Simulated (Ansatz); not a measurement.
A relaxation of cell and atoms of GaAs3N4 in the borrowed MgZn3O4 type (No. 8) with the PAW code Ansatz, at the level PBEsol. The starting cell was estimated from covalent radii.

```yaml
crystal:
  lattice:
    - [6.38294156, -1.76104739, 0.0]
    - [6.38294156, 1.76104739, 0.0]
    - [-2.8908697, 0.0, 5.3458395]
  atoms:
    - { symbol: Ga, position: [0.25131619, 0.25131619, 0.91995415] }
    - { symbol: As, position: [0.75063095, 0.75063095, 0.41572154] }
    - { symbol: As, position: [0.49926681, 0.49926681, 0.830192] }
    - { symbol: As, position: [0.99983608, 0.99983608, 0.33513509] }
    - { symbol: "N", position: [0.06136172, 0.06136172, 0.72887431] }
    - { symbol: "N", position: [0.55849377, 0.55849377, 0.22510758] }
    - { symbol: "N", position: [0.8087079, 0.8087079, 0.14001681] }
    - { symbol: "N", position: [0.30834559, 0.30834559, 0.64291554] }
kpoints:
  mp_grid: { grid: [6, 6, 4] }
hamiltonian:
  xc: pbesol
scf:
  occupations: { method: fermi_dirac, width: 0.03 }
relax:
  f_tol: 0.01
  cell: {}
  max_steps: 120
```

Of the 50 recorded frames of the trajectory, 18 are shown, each with fractional positions and then forces in eV/Å along x, y and z. Some frames, the last among them, repeat a geometry solved again on a basis re-selected at its cell; pressure is positive in compression.

Step 1: energy 0.0 meV/atom from step 1, largest force component 0.773 eV/Å, pressure -6.22 GPa; a = 6.621 Å, b = 6.621 Å, c = 6.077 Å, α = 117.29°, β = 117.29°, γ = 30.85°
```
Ga 0.2513 0.2513 0.9200    -0.202   0.000  -0.322
As 0.7506 0.7506 0.4157    -0.773   0.000  -0.203
As 0.4993 0.4993 0.8302     0.074   0.000   0.442
As 0.9998 0.9998 0.3351     0.298   0.000  -0.316
N  0.0614 0.0614 0.7289     0.415   0.000   0.255
N  0.5585 0.5585 0.2251     0.160   0.000   0.203
N  0.8087 0.8087 0.1400     0.216   0.000  -0.650
N  0.3083 0.3083 0.6429    -0.190   0.000   0.591
```

Step 2: energy -33.6 meV/atom from step 1, largest force component 0.516 eV/Å, pressure -1.52 GPa; a = 6.536 Å, b = 6.536 Å, c = 5.999 Å, α = 118.45°, β = 118.45°, γ = 30.99°
```
Ga 0.2496 0.2496 0.9141    -0.105   0.000  -0.209
As 0.7493 0.7493 0.4151    -0.516   0.000   0.007
As 0.5041 0.5041 0.8394    -0.038   0.000   0.082
As 0.9991 0.9991 0.3297    -0.048   0.000  -0.092
N  0.0614 0.0614 0.7284     0.356   0.000  -0.041
N  0.5588 0.5588 0.2311     0.229   0.000   0.282
N  0.8052 0.8052 0.1304     0.372   0.000  -0.508
N  0.3105 0.3105 0.6496    -0.249   0.000   0.480
```

Step 3: energy -66.1 meV/atom from step 1, largest force component 0.859 eV/Å, pressure +2.58 GPa; a = 6.404 Å, b = 6.404 Å, c = 6.022 Å, α = 120.78°, β = 120.78°, γ = 31.73°
```
Ga 0.2461 0.2461 0.9063     0.145   0.000   0.127
As 0.7519 0.7519 0.4215    -0.295   0.000   0.370
As 0.5103 0.5103 0.8508    -0.102   0.000  -0.233
As 0.9990 0.9990 0.3218    -0.553   0.000   0.242
N  0.0582 0.0582 0.7192    -0.240   0.000  -0.859
N  0.5615 0.5615 0.2405     0.321   0.000   0.508
N  0.8000 0.8000 0.1127     0.707   0.000  -0.316
N  0.3109 0.3109 0.6650     0.017   0.000   0.160
```

Step 4: energy -112.6 meV/atom from step 1, largest force component 1.306 eV/Å, pressure +3.46 GPa; a = 6.273 Å, b = 6.273 Å, c = 6.160 Å, α = 123.16°, β = 123.16°, γ = 32.72°
```
Ga 0.2426 0.2426 0.8976     0.362   0.000   0.656
As 0.7574 0.7574 0.4333    -0.161   0.000   0.686
As 0.5159 0.5159 0.8618    -0.189   0.000  -0.282
As 0.9989 0.9989 0.3180    -0.820   0.000   0.351
N  0.0508 0.0508 0.7019    -0.962   0.000  -1.306
N  0.5655 0.5655 0.2521    -0.029   0.000   0.269
N  0.7961 0.7961 0.0934     1.076   0.000   0.051
N  0.3108 0.3108 0.6799     0.722   0.000  -0.424
```

Step 5: energy -160.2 meV/atom from step 1, largest force component 1.201 eV/Å, pressure +3.30 GPa; a = 6.133 Å, b = 6.133 Å, c = 6.414 Å, α = 125.40°, β = 125.40°, γ = 33.76°
```
Ga 0.2406 0.2406 0.8875     0.196   0.000   1.003
As 0.7641 0.7641 0.4540    -0.051   0.000   0.794
As 0.5211 0.5211 0.8732    -0.285   0.000  -0.079
As 0.9972 0.9972 0.3195    -0.374   0.000   0.247
N  0.0384 0.0384 0.6752    -0.667   0.000  -0.748
N  0.5673 0.5673 0.2636    -1.146   0.000  -0.261
N  0.7965 0.7965 0.0738     1.128   0.000   0.151
N  0.3128 0.3128 0.6911     1.201   0.000  -1.107
```

Step 6: energy -224.7 meV/atom from step 1, largest force component 0.935 eV/Å, pressure -0.38 GPa; a = 6.168 Å, b = 6.168 Å, c = 6.591 Å, α = 125.78°, β = 125.78°, γ = 33.21°
```
Ga 0.2475 0.2475 0.8829    -0.332   0.000   0.935
As 0.7571 0.7571 0.4553    -0.064   0.000  -0.075
As 0.5185 0.5185 0.8738     0.467   0.000   0.053
As 0.9984 0.9984 0.3325    -0.108   0.000  -0.100
N  0.0378 0.0378 0.6716    -0.093   0.000  -0.269
N  0.5579 0.5579 0.2821    -0.477   0.000   0.256
N  0.8081 0.8081 0.0653     0.359   0.000  -0.237
N  0.3128 0.3128 0.6744     0.248   0.000  -0.564
```

Step 7: energy -251.7 meV/atom from step 1, largest force component 0.450 eV/Å, pressure +1.09 GPa; a = 6.177 Å, b = 6.177 Å, c = 6.718 Å, α = 126.16°, β = 126.16°, γ = 32.05°
```
Ga 0.2513 0.2513 0.8819     0.139   0.000   0.450
As 0.7512 0.7512 0.4469    -0.244   0.000  -0.412
As 0.5239 0.5239 0.8656    -0.115   0.000   0.276
As 0.9949 0.9949 0.3382     0.255   0.000  -0.156
N  0.0387 0.0387 0.6786    -0.285   0.000  -0.139
N  0.5556 0.5556 0.3050     0.155   0.000   0.211
N  0.8105 0.8105 0.0587    -0.020   0.000  -0.329
N  0.3118 0.3118 0.6631     0.114   0.000   0.099
```

Step 8: energy -256.8 meV/atom from step 1, largest force component 1.027 eV/Å, pressure +0.56 GPa; a = 6.202 Å, b = 6.202 Å, c = 6.973 Å, α = 127.43°, β = 127.43°, γ = 31.21°
```
Ga 0.2544 0.2544 0.8786    -0.010   0.000  -0.174
As 0.7462 0.7462 0.4395    -0.062   0.000  -0.235
As 0.5277 0.5277 0.8719    -0.063   0.000  -0.095
As 0.9943 0.9943 0.3430    -0.706   0.000   0.094
N  0.0361 0.0361 0.6762    -0.061   0.000  -0.025
N  0.5546 0.5546 0.3239     1.027   0.000  -0.037
N  0.8139 0.8139 0.0465    -0.191   0.000   0.159
N  0.3108 0.3108 0.6584     0.065   0.000   0.313
```

Step 9: energy -271.6 meV/atom from step 1, largest force component 1.224 eV/Å, pressure -0.47 GPa; a = 6.183 Å, b = 6.183 Å, c = 7.066 Å, α = 126.98°, β = 126.98°, γ = 31.18°
```
Ga 0.2532 0.2532 0.8700    -0.122   0.000  -0.005
As 0.7489 0.7489 0.4384    -0.336   0.000   0.233
As 0.5300 0.5300 0.8713     0.116   0.000  -0.247
As 0.9871 0.9871 0.3364    -0.783   0.000  -0.102
N  0.0376 0.0376 0.6938    -0.314   0.000   0.638
N  0.5574 0.5574 0.3253     1.224   0.000  -0.152
N  0.8087 0.8087 0.0382     0.167   0.000  -0.099
N  0.3152 0.3152 0.6646     0.049   0.000  -0.267
```

Step 42: energy -505.4 meV/atom from step 1, largest force component 0.081 eV/Å, pressure +0.05 GPa; a = 6.214 Å, b = 6.214 Å, c = 8.306 Å, α = 131.87°, β = 131.87°, γ = 28.11°
```
Ga 0.2599 0.2599 0.8357    -0.011   0.000   0.002
As 0.7191 0.7191 0.4366    -0.012   0.000   0.038
As 0.5386 0.5386 0.8667     0.010   0.000   0.025
As 0.9191 0.9191 0.2740    -0.081   0.000  -0.002
N  0.0591 0.0591 0.7462     0.014   0.000  -0.008
N  0.5561 0.5561 0.4201     0.065   0.000  -0.019
N  0.8764 0.8764 0.0135     0.011   0.000  -0.014
N  0.3098 0.3098 0.6451     0.005   0.000  -0.024
```

Step 43: energy -505.4 meV/atom from step 1, largest force component 0.012 eV/Å, pressure 0.00 GPa; a = 6.217 Å, b = 6.217 Å, c = 8.307 Å, α = 131.87°, β = 131.87°, γ = 28.10°
```
Ga 0.2597 0.2597 0.8355    -0.006   0.000   0.004
As 0.7194 0.7194 0.4370     0.005   0.000   0.008
As 0.5388 0.5388 0.8670     0.006   0.000   0.009
As 0.9189 0.9189 0.2738    -0.008   0.000  -0.010
N  0.0591 0.0591 0.7463     0.004   0.000  -0.001
N  0.5561 0.5561 0.4196     0.008   0.000   0.003
N  0.8761 0.8761 0.0132    -0.001   0.000  -0.001
N  0.3099 0.3099 0.6454    -0.008   0.000  -0.012
```

Step 44: energy -505.4 meV/atom from step 1, largest force component 0.020 eV/Å, pressure -0.01 GPa; a = 6.217 Å, b = 6.217 Å, c = 8.309 Å, α = 131.86°, β = 131.86°, γ = 28.09°
```
Ga 0.2595 0.2595 0.8355     0.020   0.000  -0.010
As 0.7195 0.7195 0.4372     0.002   0.000   0.009
As 0.5388 0.5388 0.8672    -0.010   0.000   0.004
As 0.9189 0.9189 0.2736     0.000   0.000  -0.005
N  0.0590 0.0590 0.7463     0.002   0.000   0.001
N  0.5561 0.5561 0.4194     0.001   0.000   0.001
N  0.8761 0.8761 0.0131    -0.008   0.000  -0.001
N  0.3099 0.3099 0.6455    -0.007   0.000   0.001
```

Step 45: energy -505.4 meV/atom from step 1, largest force component 0.006 eV/Å, pressure 0.00 GPa; a = 6.216 Å, b = 6.216 Å, c = 8.310 Å, α = 131.86°, β = 131.86°, γ = 28.10°
```
Ga 0.2595 0.2595 0.8355     0.003   0.000  -0.003
As 0.7196 0.7196 0.4374     0.001   0.000   0.003
As 0.5389 0.5389 0.8674     0.002   0.000   0.000
As 0.9188 0.9188 0.2734     0.004   0.000  -0.006
N  0.0591 0.0591 0.7466    -0.001   0.000   0.002
N  0.5560 0.5560 0.4193     0.000   0.000   0.001
N  0.8761 0.8761 0.0130    -0.003   0.000   0.003
N  0.3099 0.3099 0.6455    -0.006   0.000  -0.001
```

Step 46: energy -506.1 meV/atom from step 1, largest force component 0.005 eV/Å, pressure +0.03 GPa; a = 6.216 Å, b = 6.216 Å, c = 8.310 Å, α = 131.86°, β = 131.86°, γ = 28.10°
```
Ga 0.2595 0.2595 0.8355     0.003   0.000  -0.002
As 0.7196 0.7196 0.4374     0.001   0.000   0.004
As 0.5389 0.5389 0.8674     0.002   0.000   0.000
As 0.9188 0.9188 0.2734     0.004   0.000  -0.004
N  0.0591 0.0591 0.7466    -0.001   0.000   0.002
N  0.5560 0.5560 0.4193    -0.001   0.000   0.000
N  0.8761 0.8761 0.0130    -0.003   0.000   0.002
N  0.3099 0.3099 0.6455    -0.005   0.000  -0.002
```

Step 47: energy -506.1 meV/atom from step 1, largest force component 0.016 eV/Å, pressure -0.01 GPa; a = 6.222 Å, b = 6.222 Å, c = 8.335 Å, α = 132.04°, β = 132.04°, γ = 28.07°
```
Ga 0.2597 0.2597 0.8353     0.002   0.000   0.001
As 0.7193 0.7193 0.4377     0.012   0.000  -0.001
As 0.5392 0.5392 0.8673     0.006   0.000   0.016
As 0.9182 0.9182 0.2723    -0.007   0.000   0.015
N  0.0592 0.0592 0.7467     0.008   0.000  -0.004
N  0.5559 0.5559 0.4194    -0.014   0.000  -0.008
N  0.8765 0.8765 0.0134    -0.001   0.000  -0.015
N  0.3099 0.3099 0.6458    -0.006   0.000  -0.004
```

Step 48: energy -506.1 meV/atom from step 1, largest force component 0.021 eV/Å, pressure -0.03 GPa; a = 6.220 Å, b = 6.220 Å, c = 8.336 Å, α = 132.03°, β = 132.03°, γ = 28.08°
```
Ga 0.2597 0.2597 0.8351     0.003   0.000   0.009
As 0.7195 0.7195 0.4378    -0.002   0.000   0.000
As 0.5395 0.5395 0.8679    -0.005   0.000  -0.017
As 0.9180 0.9180 0.2722     0.012   0.000  -0.021
N  0.0594 0.0594 0.7470    -0.008   0.000   0.007
N  0.5555 0.5555 0.4189     0.004   0.000   0.008
N  0.8763 0.8763 0.0131     0.001   0.000   0.009
N  0.3099 0.3099 0.6458    -0.006   0.000   0.006
```

Step 49: energy -506.1 meV/atom from step 1, largest force component 0.004 eV/Å, pressure 0.00 GPa; a = 6.220 Å, b = 6.220 Å, c = 8.338 Å, α = 132.04°, β = 132.04°, γ = 28.07°
```
Ga 0.2598 0.2598 0.8353    -0.003   0.000  -0.004
As 0.7195 0.7195 0.4379     0.001   0.000   0.001
As 0.5394 0.5394 0.8677    -0.001   0.000   0.000
As 0.9180 0.9180 0.2720     0.001   0.000   0.002
N  0.0594 0.0594 0.7471     0.001   0.000   0.000
N  0.5556 0.5556 0.4190    -0.001   0.000  -0.001
N  0.8765 0.8765 0.0132     0.002   0.000   0.001
N  0.3098 0.3098 0.6458     0.001   0.000   0.000
```

Step 50: energy -506.2 meV/atom from step 1, largest force component 0.004 eV/Å, pressure 0.00 GPa; a = 6.220 Å, b = 6.220 Å, c = 8.338 Å, α = 132.04°, β = 132.04°, γ = 28.07°
```
Ga 0.2598 0.2598 0.8353    -0.003   0.000  -0.004
As 0.7195 0.7195 0.4379     0.000   0.000   0.002
As 0.5394 0.5394 0.8677    -0.001   0.000   0.000
As 0.9180 0.9180 0.2720     0.001   0.000   0.002
N  0.0594 0.0594 0.7471     0.001   0.000   0.000
N  0.5556 0.5556 0.4190    -0.001   0.000  -0.001
N  0.8765 0.8765 0.0132     0.002   0.000   0.001
N  0.3098 0.3098 0.6458     0.001   0.000   0.000
```

The walk took 46 steps, besides SCFs solved again on a fresh basis, and changed the volume by -8.6 %. The last SCF, on a fresh basis, lies 506 meV an atom below the first. Final cell: the symmetry is Cm (No. 8, monoclinic); a = 12.069 Å, b = 3.018 Å, c = 8.338 Å, β = 133.6° in the conventional setting, 13.73 Å³ an atom. Ga has 4 N at 1.89–2.04 Å; As has 3 N at 1.87–1.96 Å; As has 3 N at 1.92–2.01 Å; As has 3 N at 1.85–1.93 Å; N has 2 As at 1.92 Å and 1 Ga at 1.98 Å; N has 3 As at 1.87–1.93 Å; N has 1 As at 1.85 Å and 2 Ga at 1.89 Å; N has 3 As at 1.96–2.01 Å and 1 Ga at 2.04 Å.

Run as `ansatz run input.yaml --threads 4 --pin off --max-ram 4608MiB --backend cpu --events-out ev --progress --plain --runs-dir out`.

Task: It ran on 4 threads of Arm Neoverse V1 (shared host), load about 0.4 per core. About how long did it take, and how much host memory at the peak?

Result: About 5.1 min, with a peak of 0.59 GiB.

Values at 0 K without nuclear motion; spin polarisation is off, and the phase may be a hypothetical one.
